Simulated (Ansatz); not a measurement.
According to r²SCAN (plane waves, PAW; program Ansatz), BP in the tetragonal phase (P4_2/mnm; B on 4f, P on 4g) relaxes to a = 5.551 Å, c = 3.197 Å. Against the elements it lies at -0.33 eV/atom, with no fitted shifts.

The Kohn–Sham gap is 0.55 eV (indirect). The valence maximum lies at Γ and the conduction minimum on the Γ–Z line, 59 % of the way from Γ (2 equivalent valleys). The screened hybrid HSE06 puts the gap at 1.09 eV. The electron mass is 0.32, 0.32, 0.46 mₑ (principal values).

The bulk modulus is 155 GPa. The relaxed-ion elastic constants in GPa are C11 = 326, C12 = 81.4, C13 = 40.1, C33 = 428, C44 = 144, C66 = 87.5. The elastic constants imply a Debye temperature near 973 K. Bader charges are B +0.65, P -0.65 e.

The start of the workflow was typed in or built on a structure type; neither database checked (COD, Materials Project) lists it. It is not the phase usual at ambient conditions (space group No. 216). The cell was relaxed with r²SCAN under the symmetry of its start; its stability against distortions is not shown here. The references are the lowest solids computed at this level, not always the standard phases.

Potentials: the earlier of the program's two PAW sets.
